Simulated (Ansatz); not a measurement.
ZnO:
```xyz
12
Lattice="5.5798 0.0000 0.0000 0.0000 5.5798 0.0000 0.0000 0.0000 5.5798" Properties=species:S:1:pos:R:3 pbc="T T T"
Zn     1.3950     0.0000     2.7899
Zn     4.1849     0.0000     2.7899
Zn     2.7899     1.3950     0.0000
Zn     2.7899     4.1849     0.0000
Zn     0.0000     2.7899     1.3950
Zn     0.0000     2.7899     4.1849
O      4.1849     2.7899     0.0000
O      1.3950     2.7899     0.0000
O      0.0000     4.1849     2.7899
O      0.0000     1.3950     2.7899
O      2.7899     0.0000     4.1849
O      2.7899     0.0000     1.3950
```

Relaxed with r²SCAN.

Problem. Map the valence electron density (e/Å³), cut off at 2 on the plane through (0.250, 0.000, 0.500) spanned by u = [1, 0, 0] and v = [0, 1, 0] in lattice vectors, from r²SCAN in the plane-wave PAW code Ansatz.

Solution. x is the fraction of u, y of v (the angle between them is 90°; rows are the nearest grid lines); atoms in the plane: Zn at (0.00, 0.00), Zn at (0.50, 0.00), O at (0.75, 0.75), O at (0.75, 0.25).
```
|99993110113999999931101139999|
|99972100012799999721111127999|
|99942100012499999422111224999|
|32210000000122322236898632223|
|11000000000001112369999963211|
|00000000000000011389999983110|
|00000000000000001399999993100|
|00000000000000001259999952100|
|00000000000000000135898531000|
|00000000000000000012343210000|
|00000000000000000001111100000|
|00000000000000000000111000000|
|00000000000000000000111000000|
|00000000000000000001111100000|
|00000000000000000012343210000|
|00000000000000000135898531000|
|00000000000000001259999952100|
|00000000000000001399999993100|
|00000000000000011389999983110|
|11000000000001112369999963211|
|32210000000122322236898632223|
|99942100012499999422111224999|
|99972100012799999721111127999|
|99993110113999999931101139999|
```
Scale: ten equal steps from 0.002 (start of '0') to 2.00 (end of '9'), in the order '0123456789'; x runs from 0.000 to 1.00, y from 0.000 (bottom) to 1.00 (top).

The density is the valence pseudo-density with augmentation charge, so density and ELF within about 1 Å of a nucleus are not all-electron values.

Space group Pm-3n. The start of the workflow was typed in or built on a structure type; neither database checked (COD, Materials Project) lists it. It is not the phase usual at ambient conditions (space group No. 186). Symmetry was held in the r²SCAN relaxation; whether a distortion lowers the energy is not shown.

Potentials: the earlier of the program's two PAW sets.
